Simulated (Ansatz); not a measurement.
**TaN: energy along a strain**

TaN, Fm-3m, a = 4.358 Å (as given, not relaxed at this level: 4.4 GPa). This isn't the usual stable structure of the compound. Ansatz: PBEsol, PAW, 420 eV, Γ-centred 18×18×18 mesh on 2 atoms, Gaussian smearing 0.15 eV; no spin polarisation. Cell vectors (Å): 0.000 2.179 2.179; 2.179 0.000 2.179; 2.179 2.179 0.000. The cell is strained by x per cent times the pattern (1 -1 0 0 0 0) in the order xx yy zz yz xz xy (engineering shears), with fractional coordinates held. y is the free energy over the start, V0 = 10.346 Å³/atom. Symmetry makes y even in x. Points with a strain past 8.5 % were computed too (2) and aren't used here.

| x (%) | y (meV/atom) |
| --- | --- |
| -5.00 | 106.26 |
| 0.00 | 0.00 |
| 1.25 | 6.86 |
| 2.50 | 27.40 |
| 3.75 | 60.84 |
| 6.25 | 163.69 |
| 7.50 | ? |

Fit y = c2 x² + c4 x⁴ to the other rows, get the stiffness along the pattern, and predict the missing energy.

Least squares on the rows shown. y = 4.3881 x² − 0.0051097 x⁴. The clamped-ion stiffness p·C·p = 2 × 43.88 eV × 160.2 / 10.346 Å³ = 1359 GPa (second derivative at the start, which stands under stress). At x = 7.50 the fit asked for gives 230.66 meV/atom. The run gave 235.46 meV/atom, so the fit is 4.80 meV/atom too low, 2 % of the span of the series, against an rms of 0.15 meV/atom on the fitted rows. The row lies outside the fitted range. With a term in x⁶ added, a fit to the same known rows predicts 234.23 meV/atom, so most of the miss is curvature that the known rows already hold.

Spin–orbit coupling is left out, which can shift energies with elements as heavy as these.